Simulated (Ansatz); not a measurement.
Data:

F in space group P6/mmm (No. 191; F on 1a, F on 2d), a = b = 5.072 Å, c = 1.667 Å, α = β = 90.00°, γ = 120.00°.

This is the r²SCAN+D4-relaxed structure.

Question: All from r²SCAN+D4 in the plane-wave PAW code Ansatz, unless another level is named. Estimate the electronic character.

Answer: metallic (no gap).

Question: Predict the density of states at the Fermi level.

Answer: 1.7 states/eV per atom (mean over ±0.08 eV).

The cell is a constructed one: a structure type filled with these elements; neither database checked (COD, Materials Project) lists it. It is not the usual solid phase (space group No. 15). The cell was relaxed with r²SCAN+D4 under the symmetry of its start. At this level the phase is mechanically unstable. The substance is a gas or liquid at ambient conditions. With an odd number of electrons in the cell and no spin polarisation, the count alone makes it a metal.

Potentials: the later of the program's two PAW sets.
